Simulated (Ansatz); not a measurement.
**Calculated ²⁷Al NMR of the central transition for BaAlH₅**

Cell: a Materials Project structure (computed, not necessarily an observed phase), taken as it stands.

```cif
data_BaAlH5
_symmetry_space_group_name_H-M 'Pna2_1'
_symmetry_Int_Tables_number 33
_cell_length_a 9.2317
_cell_length_b 7.0613
_cell_length_c 5.1020
_cell_angle_alpha 90.000
_cell_angle_beta 90.000
_cell_angle_gamma 90.000
loop_
_atom_site_label
_atom_site_type_symbol
_atom_site_symmetry_multiplicity
_atom_site_Wyckoff_symbol
_atom_site_fract_x
_atom_site_fract_y
_atom_site_fract_z
Ba Ba 4 a 0.8135 0.3450 0.2541
Al Al 4 a 0.4598 0.6532 0.2288
H9 H 4 a 0.4931 0.5507 0.9105
H13 H 4 a 0.9174 0.6582 0.0252
H17 H 4 a 0.9226 0.7134 0.5003
H21 H 4 a 0.1404 0.8055 0.2335
H25 H 4 a 0.7951 0.9548 0.2144
```

One atom of each set is listed.

Computed with Ansatz: DFT, PBE, plane waves and PAW, scalar-relativistic, 420 eV cutoff, Γ-centred 3×4×6 k-points, Fermi–Dirac smearing 0.02 eV.

²⁷Al has I = 5/2 and Q = 146.6 mb (Pyykkö 2018); at 18.8 T its Larmor frequency is ν₀ = 208.7 MHz. Only the quadrupole interaction is simulated: positions count from each site's isotropic chemical shift, and J coupling is left out, as are shift anisotropy and dipolar coupling, which fast spinning averages.

Q: What does the ²⁷Al spectrum (fast magic-angle spinning) show for each site?

A: 

```
site         first shell  C_Q (MHz)     η  P_Q (MHz)  δ_QIS (ppm)  breadth (kHz)
  Al  6 H at 1.69–1.80 Å      -5.49  0.25       5.55        -4.23           2.01
```

δ_QIS = −(ν_Q²/30ν₀²)[I(I+1) − 3/4](1 + η²/3) × 10⁶ ppm with ν_Q = 3|C_Q|/[2I(2I−1)]; it falls as 1/B₀² in ppm, and the breadth as 1/B₀ in kHz.
